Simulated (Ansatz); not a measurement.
Relaxed SnTe (rock salt):

```xyz
2
Lattice="0.0000 3.1856 3.1856 3.1856 0.0000 3.1856 3.1856 3.1856 0.0000" Properties=species:S:1:pos:R:3 pbc="T T T"
Te     0.0000     0.0000     0.0000
Sn     3.1856     3.1856     3.1856
```

In this cell atom 2 (Sn, nearest neighbour Te at 3.186 Å; its periodic images, 4.5 Å or more away, move with it) is moved by s towards the nearest neighbour, unit vector (0.000, 0.000, 1.000); all other atoms and the cell stay fixed.

Method: r2SCAN (plane waves to 500 eV, PAW, scalar-relativistic; Ansatz, an electronic-structure program). k mesh 10×10×10 (Γ-centred), Fermi-Dirac smearing 0.05 eV. E stands for the smeared free energy. SnTe was relaxed with its symmetry unable to fall. Spin-orbit coupling is left out, though Te is heavy. The PAW data are Ansatz's earlier set. The zero of ΔE is the undisplaced structure.

```tsv
s (Å)	ΔE (meV/cell)
-0.320	23.3
-0.256	4.8
-0.192	withheld
-0.128	-2.9
-0.064	-1.0
0.000	0.0
0.064	-1.0
0.128	-2.9
0.192	withheld
0.256	4.8
0.320	23.3
```

Problem. Fit an even polynomial form (powers 2, 4, 6) to the given rows and predict ΔE at s = -0.192.

Solution. Least squares on the 9 given rows: ΔE = (-271.3)·s² + (5943)·s⁴ + (-10460)·s⁶, in meV/cell with s in Å; root-mean-square residual 0.01 meV/cell. At -0.192 the fit gives -2.4 meV/cell; the calculation gives -2.4 meV/cell, the same to the digits shown. The quadratic term alone would give -10.0 meV/cell: it is negative, as the undisplaced cell is unstable along this move.

(A displaced cell: forces are minus the slopes of the energy, force constants its curvatures, and phonons follow from these.)
